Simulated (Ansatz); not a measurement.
Ti2InC:
```
CELL_PARAMETERS angstrom
      3.10773     0.00000     0.00000
     -1.55387     2.69137     0.00000
      0.00000     0.00000    14.02857
ATOMIC_POSITIONS crystal
  Ti 0.66667 0.33333 0.57869
  Ti 0.33333 0.66667 0.42131
  Ti 0.33333 0.66667 0.07869
  Ti 0.66667 0.33333 0.92131
  In 0.66667 0.33333 0.25000
  In 0.33333 0.66667 0.75000
  C  0.00000 0.00000 0.50000
  C  0.00000 0.00000 0.00000
```

Relaxed with PBEsol. Special points in fractions of this cell's reciprocal vectors: Γ (0.000, 0.000, 0.000); M (0.500, 0.000, 0.000); K (0.333, 0.333, 0.000); A (0.000, 0.000, 0.500); L (0.500, 0.000, 0.500); H (0.333, 0.333, 0.500).

**Question.** List the band energies nearest the Fermi level at these points for plane-wave PAW PBEsol with spin–orbit coupling (Ansatz code).

**Answer.** In eV from the Fermi level; about four levels below and three above (degenerate sets whole), none deeper than 8.9 eV; points with the same levels are listed once.

```tsv
k	below	above
Γ	-2.61 -2.61 -2.61 -2.61 -1.85 -1.85	0.66 0.66 0.66 0.66 0.66 0.66
M	-0.86 -0.86 -0.86 -0.86	1.84 1.84 2.10 2.10
K	-0.82 -0.82 -0.14 -0.14	1.25 1.25 1.43 1.43
A	-2.21 -2.21 -2.21 -2.21	0.66 0.66 0.66 0.66
L	-0.86 -0.86 -0.86 -0.86	1.98 1.98 1.98 1.98
H	-0.76 -0.76 -0.70 -0.70	0.50 0.50 0.54 0.54
```

Space group P6_3/mmc. The first step of the workflow began from a Materials Project structure, measured or hypothetical; the Crystallography Open Database copy checked does not list it. Its standing as an ambient phase is unchecked. The cell was relaxed with PBEsol under the symmetry of its start; its stability against distortions is not shown here. No spin polarisation was allowed.

Potentials: the later of the program's two PAW sets.
